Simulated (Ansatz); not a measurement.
AlNi:
```
CELL_PARAMETERS angstrom
      1.32002    -4.64874     0.00000
      1.32002     4.64874     0.00000
      0.00000     0.00000     3.97217
ATOMIC_POSITIONS crystal
  Al 0.65601 0.34399 0.25000
  Ni 0.92189 0.07811 0.25000
  Al 0.34399 0.65601 0.75000
  Ni 0.07811 0.92189 0.75000
```

Relaxed with r²SCAN. Special points in fractions of this cell's reciprocal vectors: Γ (0.000, 0.000, 0.000); Y (-0.500, 0.500, 0.000); C0 (-0.270, 0.730, 0.000); Σ0 (0.270, 0.270, 0.000); Z (0.000, 0.000, 0.500); A0 (0.270, 0.270, 0.500); E0 (-0.270, 0.730, 0.500); T (-0.500, 0.500, 0.500); S (0.000, 0.500, 0.000); R (0.000, 0.500, 0.500).

Problem. List the band energies nearest the Fermi level at these points for r²SCAN in the plane-wave PAW code Ansatz.

Solution. In eV from the Fermi level; about four levels below and three above (degenerate sets whole), none deeper than 8.9 eV; points with the same levels are listed once.

```json
[
 {"k": "Γ", "below": "-1.40 -1.17 -1.17 -0.85", "above": "2.25 5.45 6.47"},
 {"k": "Y", "below": "-1.59 -1.32 -1.15 -0.01", "above": "1.75 1.93 4.24"},
 {"k": "C0", "below": "-2.01 -1.64 -1.46 -0.34", "above": "0.10 3.42 3.59"},
 {"k": "Z", "below": "-1.41 -1.41 -1.14 -1.14", "above": "2.23 2.23 10.69 10.69"},
 {"k": "A0", "below": "-0.82 -0.82 -0.18 -0.18", "above": "0.84 0.84 5.79 5.79"},
 {"k": "T", "below": "-1.19 -1.19 -1.17 -1.17", "above": "7.29 7.29 8.74 8.74"},
 {"k": "S", "below": "-1.66 -1.66 -1.24 -0.21", "above": "0.27 1.14 3.48"},
 {"k": "R", "below": "-1.52 -1.52 -0.64 -0.64", "above": "0.11 0.11 0.70 0.70"}
]
```

Space group Cmcm. The start of the workflow was typed in or built on a structure type; neither database checked (COD, Materials Project) lists it. It is not the phase usual at ambient conditions (space group No. 221). The cell was relaxed with r²SCAN under the symmetry of its start; whether a distortion lowers the energy is not shown. The workflow began spin-polarised and lost its moments.

Potentials: the later of the program's two PAW sets.
